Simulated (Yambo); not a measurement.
How GW settings move the gap: AgI monolayer

G0W0@PBEsol for a free-standing AgI monolayer (symmetry P4/nmm, slab cell 16.7 Å high) in Yambo. Reference settings: 4×4×1 Γ-centred k mesh, bands 9 to 166 and a 6 Ry block in the screening, 166 bands in G with the Bruneval-Gonze terminator, plasmon pole fitted at 27.2 eV, slab-truncated Coulomb interaction, stochastic integration of W near q = 0. The PBEsol gap Γ → Γ on this mesh is 2.07 eV; G0W0 gaps are taken between the same points.

| change from the reference | G0W0 gap Γ → Γ (eV) | shift of the valence edge (eV) | rough Yambo cost |
|---|---|---|---|
| reference settings | 4.04 | -1.02 | 1 |
| 68 bands in W, 68 bands in G | 4.18 | -0.80 | about 1/2 |
| 110 bands in G | 4.06 | -0.99 | – |
| 82 bands in W | 4.13 | -0.92 | about 1/2 |
| no stochastic integration of W | 5.06 | -1.57 | – |
| 3 Ry block | 3.99 | -0.93 | about 1/2 |
| pole fitted at 15 eV | 4.03 | -0.97 | – |
| 110 bands in G, no terminator | 3.99 | -0.69 | – |
| 68 bands in G, no terminator | 3.99 | -0.43 | – |

The reference isn't shown to be the converged limit. Costs are rough (shared machines), scaled to the same edge states, and given only for runs that recompute the screening. Without the stochastic integration, the mesh misses the sharp change of W near q = 0 in a layer: the 1.02 eV of that row are a sampling artefact.

Spin-orbit coupling is left out, which matters for elements this heavy: edges can move by tenths of an eV.

Geometry relaxed with PBEsol; primitive cell a = b = 4.324 Å, c = 16.700 Å, α = β = γ = 90.00°.

This is a model layer cut from the bulk structure; whether it is stable on its own was not checked.

A shift is the quasiparticle energy of the state minus its PBEsol energy.
